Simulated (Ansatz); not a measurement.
Ta4O: how the energy converges with the cutoff

Ta4O, P1, a = 3.232 Å, b = 3.261 Å, c = 7.384 Å, α, β, γ = 90.8°, 89.0°, 90.5°. Ansatz: PBEsol, PAW, cutoff varied, Γ-centred 10×10×4 mesh on 5 atoms, Gaussian smearing 0.10 eV; no spin polarisation. Single points at one geometry with displaced atoms, the cutoff alone changed; ΔE is the energy at zero smearing over the run at 600 eV. The runs up to 350 eV lie under the cutoff recommended for these PAW datasets.

```
cutoff (eV)  ΔE (meV/atom)
        200        2250.60
        250         458.68
        300         100.39
        350              ?
        420           1.89
```

**Question.** Assume ΔE falls exponentially with the cutoff, fit y = ln ΔE against x, the cutoff in eV, to the other rows, and predict the missing value.

**Answer.** y = 7.719, 6.128, 4.609, 0.637. Means x = 292.5, y = 4.7733; Σ(Δx)² = 26675, ΣΔxΔy = -858.7; the slope is their ratio. y = 14.19 − 0.03219 x, a factor of ten per 72 eV. At 350 eV this gives ΔE = 18.61 meV/atom. The run gave 22.55, a ratio of 0.83. Between neighbouring rows the decay runs from a factor of ten per 65 eV to one per 77 eV, so one exponential is only a rough guide.

Cost: 6 runs of about 4.4 core-minutes in all, on Arm Neoverse V1 (shared hosts).